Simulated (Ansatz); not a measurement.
PtSe, DFT, PBE, all-electron PAW with datasets made for the crystal, scalar-relativistic (Ansatz 0.2.0), run on 1 thread of Arm Neoverse V2 on a shared host.

The structure comes from a relaxation in the same program, started in the wurtzite type, and has space group P6_3mc. Whether it is a known phase or the ground state wasn't checked.

Command: `ansatz run input.yaml --threads 1 --pin off --max-ram 3072MiB --backend cpu --events-out ev --progress --plain --runs-dir out`

```yaml
crystal:
  lattice:
    - [3.8499446572, 0.0, 0.0]
    - [-1.9249723286, 3.3341498763, 0.0]
    - [0.0, 0.0, 7.0964647173]
  atoms:
    - { symbol: Pt, position: [0.3333333333, 0.6666666667, 0.0126290861] }
    - { symbol: Pt, position: [0.6666666667, 0.3333333333, 0.5126290861] }
    - { symbol: Se, position: [0.3333333333, 0.6666666667, 0.3633709139] }
    - { symbol: Se, position: [0.6666666667, 0.3333333333, 0.8633709139] }
kpoints:
  mp_grid: { grid: [10, 10, 6] }
  band_path:
    path:
      - [0.0, 0.0, 0.0]
      - [0.5, 0.0, 0.0]
      - [0.3333333333, 0.3333333333, 0.0]
      - [0.0, 0.0, 0.0]
      - [0.0, 0.0, 0.5]
      - [0.5, 0.0, 0.5]
      - [0.3333333333, 0.3333333333, 0.5]
      - [0.0, 0.0, 0.5]
      - [0.5, 0.0, 0.5]
    npoints: 8
scf:
  occupations: { method: fermi_dirac, width: 0.03 }
hamiltonian:
  xc: pbe
  pseudopotentials: { kind: all_electron, datasets: crystal }
output:
  forces: true
  stress: true
  eigenvalues: true
  efg: { contact_densities: true }
```

Problem. How large is the problem that the program sets up?

Solution. 56 irreducible k-points, 1383 plane waves at Γ, 41 bands.

Problem. About how long does it take?

Solution. 3.7 min of wall time for 9 SCF iterations. Times on shared machines scatter by tens of per cent.

Problem. And the same cell and mesh by full-potential LAPW, asked for forces, stress, eigenvalues, populations, dos and the same band path, on the same hardware?

Solution. 5.2 min.

Problem. And the same cell and mesh by PAW (frozen-core files), asked for forces, stress, eigenvalues, efg, populations, bader, dos, write_density, write_potential, elf and the same band path, on the same hardware?

Solution. 70 s.
